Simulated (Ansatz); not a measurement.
CsCaBr₃ under pressure: fit and missing row

CsCaBr₃, Pm-3m, a = 5.709 Å. The structure is a Materials Project entry; whether it is the stable form wasn't checked. Ansatz: r2SCAN, PAW, 500 eV, Γ-centred 4×4×4 mesh on 5 atoms, Gaussian smearing 0.02 eV; no spin polarisation. Cell and atoms are relaxed at each pressure, and no other structure is tried, so the rows at high pressure may lie past a change of phase.

```tsv
V (Å³/atom)	P (GPa)
17.730	90.00
20.768	49.99
24.437	24.97
28.144	11.99
32.632	3.99
35.699	1.02
37.208	-0.01
?	-0.97
```

**Question.** Take V0 = 37.208 Å³/atom, count pressures from its P0 = -0.01 GPa, fit the third-order Birch–Murnaghan form to the other rows, and predict the missing volume.

**Answer.** With the Eulerian strain f = ½[(V0/V)^(2/3) − 1] and y = (P − P0)/[3f(1 + 2f)^(5/2)], the form is the line y = B0 + 1.5 B0 (B0′ − 4) f. Rows (f, y): 0.31957, 27.29; 0.23756, 26.55; 0.16175, 25.55; 0.10229, 24.55; 0.04571, 23.44; 0.01399, 22.91. Means f = 0.1468, y = 25.048; Σ(Δf)² = 0.06815, ΣΔfΔy = 0.9998; the slope is their ratio. y = 22.89 + 14.67 f GPa, so B0 = 22.9 GPa and B0′ = 4 + 2 × (14.67)/(3 × 22.89) = 4.43. P = -0.97 GPa is met at f = -0.01526 (y = 22.666), so V = V0 (1 + 2f)^(−3/2) = 38.978 Å³/atom. The run gave 39.044 Å³/atom, so the fit is 0.066 Å³/atom too low, within twice the rms miss on the fitted rows (0.038 Å³/atom).

The mesh isn't the same in all rows (4×4×4, 6×6×6).

Symmetry holds off the tilts and polar distortions that many cubic perovskites undergo.

Cost: 8 runs of about 4.3 core-minutes in all, on Arm Neoverse V2 (shared hosts).